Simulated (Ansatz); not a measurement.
La2B4Rh5:
```
CELL_PARAMETERS angstrom
      0.00000     4.95132     5.57217
      2.72118     0.00000     5.57217
      2.72118     4.95132     0.00000
ATOMIC_POSITIONS crystal
  Rh 0.25000 0.25000 0.25000
  Rh 0.75000 0.75000 0.75000
  B  0.46853 0.79102 0.20898
  B  0.79102 0.46853 0.53147
  B  0.53147 0.20898 0.79102
  B  0.20898 0.53147 0.46853
  La 0.14224 0.14224 0.85776
  La 0.85776 0.85776 0.14224
  Rh 0.00000 0.00000 0.50000
  Rh 0.50000 0.50000 0.00000
  Rh 0.50000 0.50000 0.50000
```

Relaxed with LDA. Special points in fractions of this cell's reciprocal vectors: Γ (0.000, 0.000, 0.000); Y (0.500, 0.000, 0.500); T (1.000, 0.500, 0.500); Z (0.500, 0.500, 0.000); Σ0 (0.000, 0.385, 0.385); U0 (1.000, 0.615, 0.615); C0 (0.500, 0.234, 0.734); A0 (0.500, 0.766, 0.266); L (0.500, 0.500, 0.500).

### Question
List the band energies nearest the Fermi level at these points for LDA (plane waves, PAW; program Ansatz).

### Answer
In eV from the Fermi level; about four levels below and three above (degenerate sets whole), none deeper than 8.9 eV; points with the same levels are listed once.

```csv
k,below,above
Γ,-1.27 -0.22 -0.14 -0.12,0.54 0.59 0.67
Y,-1.74 -1.37 -1.11 -0.61,0.51 0.71 0.92
T,-1.76 -1.72 -0.28 -0.02,0.03 0.13 1.06
Z,-1.09 -1.05 -1.01 -0.21,0.02 0.39 0.50
Σ0,-1.75 -0.82 -0.37 -0.24,0.37 1.12 1.43
C0,-2.05 -1.64 -1.24 -1.04,0.07 0.27 0.49
L,-2.00 -1.97 -1.57 -0.85,0.16 0.62 1.10
```

Space group Fmmm. The workflow started from an entry of the Crystallography Open Database (COD). Whether it is the stable phase at ambient conditions was not checked. Symmetry was held in the LDA relaxation; its stability against distortions is not shown here. The run is not spin-polarised. Spin–orbit coupling is left out wherever it is not named.

Potentials: the later of the program's two PAW sets.
